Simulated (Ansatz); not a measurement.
A run on NaI with Cl replacing I

```yaml
crystal:
  lattice:
    - [0.0, 9.6559700589, 9.6559700589]
    - [9.6559700589, 0.0, 9.6559700589]
    - [9.6559700589, 9.6559700589, 0.0]
  atoms:
    - { symbol: Na, position: [0.0, 0.0, 0.0] }
    - { symbol: Na, position: [0.0, 0.0, 0.3333333333] }
    - { symbol: Na, position: [0.0, 0.0, 0.6666666667] }
    - { symbol: Na, position: [0.0, 0.3333333333, 0.0] }
    - { symbol: Na, position: [0.0, 0.3333333333, 0.3333333333] }
    - { symbol: Na, position: [0.0, 0.3333333333, 0.6666666667] }
    - { symbol: Na, position: [0.0, 0.6666666667, 0.0] }
    - { symbol: Na, position: [0.0, 0.6666666667, 0.3333333333] }
    - { symbol: Na, position: [0.0, 0.6666666667, 0.6666666667] }
    - { symbol: Na, position: [0.3333333333, 0.0, 0.0] }
    - { symbol: Na, position: [0.3333333333, 0.0, 0.3333333333] }
    - { symbol: Na, position: [0.3333333333, 0.0, 0.6666666667] }
    - { symbol: Na, position: [0.3333333333, 0.3333333333, 0.0] }
    - { symbol: Na, position: [0.3333333333, 0.3333333333, 0.3333333333] }
    - { symbol: Na, position: [0.3333333333, 0.3333333333, 0.6666666667] }
    - { symbol: Na, position: [0.3333333333, 0.6666666667, 0.0] }
    - { symbol: Na, position: [0.3333333333, 0.6666666667, 0.3333333333] }
    - { symbol: Na, position: [0.3333333333, 0.6666666667, 0.6666666667] }
    - { symbol: Na, position: [0.6666666667, 0.0, 0.0] }
    - { symbol: Na, position: [0.6666666667, 0.0, 0.3333333333] }
    - { symbol: Na, position: [0.6666666667, 0.0, 0.6666666667] }
    - { symbol: Na, position: [0.6666666667, 0.3333333333, 0.0] }
    - { symbol: Na, position: [0.6666666667, 0.3333333333, 0.3333333333] }
    - { symbol: Na, position: [0.6666666667, 0.3333333333, 0.6666666667] }
    - { symbol: Na, position: [0.6666666667, 0.6666666667, 0.0] }
    - { symbol: Na, position: [0.6666666667, 0.6666666667, 0.3333333333] }
    - { symbol: Na, position: [0.6666666667, 0.6666666667, 0.6666666667] }
    - { symbol: Cl, position: [0.1666666667, 0.1666666667, 0.1666666667] }
    - { symbol: I, position: [0.1666666667, 0.1666666667, 0.5] }
    - { symbol: I, position: [0.1666666667, 0.1666666667, 0.8333333333] }
    - { symbol: I, position: [0.1666666667, 0.5, 0.1666666667] }
    - { symbol: I, position: [0.1666666667, 0.5, 0.5] }
    - { symbol: I, position: [0.1666666667, 0.5, 0.8333333333] }
    - { symbol: I, position: [0.1666666667, 0.8333333333, 0.1666666667] }
    - { symbol: I, position: [0.1666666667, 0.8333333333, 0.5] }
    - { symbol: I, position: [0.1666666667, 0.8333333333, 0.8333333333] }
    - { symbol: I, position: [0.5, 0.1666666667, 0.1666666667] }
    - { symbol: I, position: [0.5, 0.1666666667, 0.5] }
    - { symbol: I, position: [0.5, 0.1666666667, 0.8333333333] }
    - { symbol: I, position: [0.5, 0.5, 0.1666666667] }
    - { symbol: I, position: [0.5, 0.5, 0.5] }
    - { symbol: I, position: [0.5, 0.5, 0.8333333333] }
    - { symbol: I, position: [0.5, 0.8333333333, 0.1666666667] }
    - { symbol: I, position: [0.5, 0.8333333333, 0.5] }
    - { symbol: I, position: [0.5, 0.8333333333, 0.8333333333] }
    - { symbol: I, position: [0.8333333333, 0.1666666667, 0.1666666667] }
    - { symbol: I, position: [0.8333333333, 0.1666666667, 0.5] }
    - { symbol: I, position: [0.8333333333, 0.1666666667, 0.8333333333] }
    - { symbol: I, position: [0.8333333333, 0.5, 0.1666666667] }
    - { symbol: I, position: [0.8333333333, 0.5, 0.5] }
    - { symbol: I, position: [0.8333333333, 0.5, 0.8333333333] }
    - { symbol: I, position: [0.8333333333, 0.8333333333, 0.1666666667] }
    - { symbol: I, position: [0.8333333333, 0.8333333333, 0.5] }
    - { symbol: I, position: [0.8333333333, 0.8333333333, 0.8333333333] }
kpoints:
  mp_grid: { grid: [2, 2, 2] }
scf:
  occupations: { method: fermi_dirac, width: 0.01 }
  max_iter: 3
hamiltonian:
  xc: pbe
  pseudopotentials: { kind: paw }
output:
  forces: true
  stress: true
  populations: true
  efg:
    quadrupole_moments_barn: { Na: 0.104, Cl: -0.08112, I: -0.68822 }
    contact_densities: true
```

```sh
ansatz run input.yaml --threads 4 --pin off --max-ram 8192MiB --backend cpu --events-out ev --progress --plain --runs-dir out
```

**Question.** Does this calculation finish, and if not, why?

**Answer.** The calculation stopped without meeting its thresholds. The input holds a cap of too few SCF iterations. The program says:

```
Error: did not converge after 3 iterations: dr2 = 4.45e-5 (threshold 1.00e-7), under the density mixer `msr1`, which `scf.mixing.algorithm: auto` chose by the deck's other keys (type `scf.mixing.algorithm: msr1` to keep it); raise `scf.max_iter`, which need not help a stalled SCF, or adjust the mixing (`scf.mixing`) or, under a smearing, its width (`scf.occupations.width`, in either direction: another width is another result) …
```

```
SCF iter   1: F=—  HF=-236618.089566 eV  |F-HF|=—  |Δ(HF+E_count)|=         —  Δρ=3.31e-4  dr2=4.40e-3  ethr=1.77e-3  ⟨swp⟩=17.0  Hψ=15542  notcnv=0
preconditioner: auto → Resta (q_TF=auto, 2.326 Å⁻¹)  ε∞=2.7  [insulator: Δε(μ)=3.683 eV  Ē_g=9.929 eV  σ=0.010 eV  W_gap=1.00  n_scr=386 (ndim 8)  ℏωp=12.9 eV  f_vac=0.069  D(μ)=0.00/eV (n_scr^D=0)  ε∞_Penn≈2.7]
SCF iter   2: F=—  HF=-236618.090789 eV  |F-HF|=—  |Δ(HF+E_count)|=   1.22e-3  Δρ=1.65e-4  dr2=9.52e-4  ethr=6.36e-7  ⟨swp⟩=7.0  Hψ=6191  notcnv=0
SCF iter   3: F=—  HF=-236618.092383 eV  |F-HF|=—  |Δ(HF+E_count)|=   1.59e-3  Δρ=4.13e-5  dr2=4.45e-5  ethr=1.38e-7  ⟨swp⟩=6.3  Hψ=4567  notcnv=0
```

Against a sound input the change was `scf.max_iter`: not typed → 3.

With the sound settings the run converges and gives V_zz (10²¹ V/m²) Na2 0.10 (η 0.00), I29 0.19 (η 0.17), and under 0.004 at the other sites; a site carries the number of its first atom in the input. The defect repeats with the cell of 54 atoms, so it feels its images: sites between two images don't show the values beside a lone defect, and zeros or small values of η there can come from the images' arrangement. Without spin–orbit coupling the gradients at and beside I can be off by some per cent, at some sites by more. The neighbours have not yet relaxed around the defect (largest force 0.23 eV/Å), so a real crystal will differ.
